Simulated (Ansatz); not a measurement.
The cell below belongs to a search over invented structures; it isn't taken from experiment.

Input and command of a plane-wave DFT calculation in Ansatz:

```yaml
crystal:
  lattice:
    - [4.3149768094, 0.0, 0.0]
    - [0.0, 4.3149768094, 0.0]
    - [0.0, 0.0, 6.7742530607]
  atoms:
    - { symbol: Dy, position: [0.0, 0.5, 0.3881297905] }
    - { symbol: Dy, position: [0.5, 0.0, 0.6118702095] }
    - { symbol: Dy, position: [0.0, 0.0, 0.0] }
    - { symbol: Dy, position: [0.5, 0.5, 0.0] }
    - { symbol: B, position: [0.0, 0.5, 0.7546551883] }
    - { symbol: B, position: [0.5, 0.0, 0.2453448117] }
basis:
  ecutwfc: 630
kpoints:
  mp_grid: { grid: [10, 10, 6] }
hamiltonian:
  xc: pbe
  pseudopotentials:
    kind: paw
    azcp: { Dy: "pseudopotentials/pbe/nc/lanthanide_3plus/Dy.nc.azcp" }
scf:
  occupations: { method: gaussian, width: 0.1 }
output:
  forces: true
  stress: true
  eigenvalues: true
relax:
  adjacent_minimum: "off"
  f_tol: 0.01
  max_steps: 80
  cell: { stress_tol: 0.05 }
```

```bash
ansatz run input.yaml --threads 1 --pin off --max-ram 2560MiB --backend cpu --events-out ev --progress --plain --runs-dir out
```

Processor: Arm Neoverse V2, 1 thread, on a host shared with other jobs.

Q: How long does it run, and how much memory does it take?

A: About 2.6 min, peak memory 0.68 GiB. It solves 31 bands at 84 k points (after reduction by symmetry) with about 4523 plane waves (on the last cell), in 31 SCF iterations over 5 ionic steps.

With its 4f electrons in the core of a norm-conserving potential, the lanthanide is trivalent by construction, without f bands, f moments or other valences.
